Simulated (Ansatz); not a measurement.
WN₂:
```yaml
crystal:
  lattice:
    - [0.00000, 4.23938, 4.23938]
    - [4.23938, 0.00000, 4.23938]
    - [4.23938, 4.23938, 0.00000]
  atoms:
    - { symbol: W, position: [0.25000, 0.25000, 0.25000] }
    - { symbol: W, position: [0.00000, 0.00000, 0.00000] }
    - { symbol: N, position: [0.62500, 0.12500, 0.12500] }
    - { symbol: N, position: [0.12500, 0.12500, 0.62500] }
    - { symbol: N, position: [0.12500, 0.62500, 0.12500] }
    - { symbol: N, position: [0.12500, 0.12500, 0.12500] }
```

Relaxed with HSE06.

Task: Give the Bader charges and basin volumes of the independent atoms, HSE06 (plane waves, PAW; program Ansatz).

Result: 

| atom | Bader charge (e) | Bader volume (Å³) |
|---|---|---|
| W1 | +2.69 | 13.2 |
| N3 | -1.35 | 21.1 |

Space group Fd-3m. The first step of the workflow began from a Materials Project structure, measured or hypothetical; the Crystallography Open Database copy checked does not list it. Whether it is the stable phase at ambient conditions was not checked. The cell was relaxed with HSE06 under the symmetry of its start; whether a distortion lowers the energy is not shown. No spin polarisation was allowed. Scalar-relativistic: spin–orbit coupling is off unless named, which matters more the heavier the elements.

Potentials: the later of the program's two PAW sets.
